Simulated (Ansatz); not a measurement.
# HfTaN2: what symmetry allows forces and stress to be

```
CELL_PARAMETERS angstrom
1.65911 0.95789 5.29299
-1.65911 0.95789 5.29299
0.00000 -1.91578 5.29299
ATOMIC_POSITIONS crystal
Hf 0.00000 0.00000 0.00000
Ta 0.50000 0.50000 0.50000
N 0.22734 0.22734 0.22734
N 0.77266 0.77266 0.77266
```

All numbers below come from Ansatz, DFT PBEsol, scalar-relativistic, plane waves, PAW.

Cutoff 420 eV; k points 15×15×15 on the computed 4-atom cell (Γ-centred); Gaussian smearing, width 0.10 eV; no spin polarisation.

This distorted cell has space group R-3m, with 12 operations.

Q: Without a calculation: in which directions can each atom feel a force?

A: A force must be left unchanged by every operation that keeps its atom in place, so it lies in the space that those operations leave fixed. Atoms that the group maps onto each other feel forces of one size.
```tsv
atom	site symmetry	operations at the site	equivalent to atom	allowed force (Cartesian)
Hf1	-3m	12	1	none
Ta2	-3m	12	2	none
N3	3m	6	3	along (0.00, 0.00, 1.00)
N4	3m	6	3	along (0.00, 0.00, 1.00)
```

That leaves 1 independent force component of 12. A relaxation in this cell that keeps the symmetry moves the atoms in these directions alone.

Q: And the stress tensor?

A: It must be invariant under the point group, which leaves 2 independent components: yz, xz, xy vanish; xx = yy.

Q: Do the computed values obey this?

A: Yes. Forces (eV/Å):
```
Hf1  0.000  0.000  0.000
Ta2  0.000  0.000  0.000
N3   0.000  0.000  2.914
N4   0.000  0.000 -2.914
```

Stress (GPa, compression positive, xx yy zz yz xz xy): -25.47 -25.47 -15.28 0.00 0.00 0.00. The program imposes the same operations on density, forces and stress, so this confirms the analysis and is no independent test of the calculation.

Spin–orbit coupling is left out, which can shift energies with elements as heavy as these. Spin polarisation was left out, and a magnetic state may lie lower.